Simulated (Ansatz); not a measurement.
Mg2Sn in space group P-62m (No. 189; Mg on 3g, Mg on 1a, Sn on 2c) under volume change, PBEsol (plane waves, PAW; program Ansatz), shape and atoms relaxed at each volume.

| V (Å³/atom) | E − E(relaxed) (meV/atom) | P (GPa) |
|---|---|---|
| 21.014 | 30.5 | 5.12 |
| 21.707 | 12.8 | 3.13 |
| 22.400 | 3.0 | 1.44 |
| 23.092 | 0.0 | 0.00 |
| 23.785 | 2.7 | -1.22 |
| 24.478 | 10.3 | -2.27 |
| 25.171 | 22.1 | -3.16 |

### Question
What does a third-order Birch–Murnaghan fit give for V₀, B₀ and B′?

### Answer
V₀ = 23.09 Å³/atom, B₀ = 44.2 GPa, B′ = 4.3.

The workflow started from a Materials Project entry (that database holds measured and hypothetical structures alike); the Crystallography Open Database copy checked does not list it. COD files the formula under space group No. 225, 227, so this cell is another polymorph or a model. With Mg and Sn taken as one species the cell has the higher symmetry P6_3/mmc, so it may be an ordered model of a mixed-site phase. Its standing as an ambient phase is unchecked. The cell was relaxed with PBEsol under the symmetry of its start; of distortions, only those at the zone centre were tested. Spin–orbit coupling is left out wherever it is not named.

Potentials: the later of the program's two PAW sets.
